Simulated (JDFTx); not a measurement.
Unstrained cell:

```yaml
surface: Ta(110)
bulk: Ta, Im-3m, lattice of mp-50 (not re-optimised)
slab: 4 atoms in 4 planes, 1x1, 6.9 Å between the outermost planes
in-plane cell: 3.310 × 2.866 Å, 7.75 Å²
cell_height: 23.0 Å
sampling: 10×10×1 k mesh, Fermi smearing 0.01 Ha, no spin polarisation
```

Level of theory: PBE, GBRV ultrasoft potentials, plane waves to 20/100 Ha; code: a modified build of JDFTx. The in-plane lattice is scaled by the biaxial strain ε at a fixed k mesh and cell height, and all atoms off the mid-plane are relaxed in vacuum within the cell's symmetry. Zero strain is the lattice given, not this level's minimum.

```csv
ε (%),work function (eV)
-3,4.79
-1.5,withheld
0,4.68
1.5,4.63
3,4.57
```

Q: Fit W = sε + W₀ to the other rows by least squares, predict the withheld value, and compare with the run.

A: The fit gives s (eV/%) = -0.0364, W₀ (eV) = 4.68, with a root-mean-square miss of 0.002 eV on its own rows. It predicts 4.74 eV; the run gives 4.74 eV, the same to these digits.
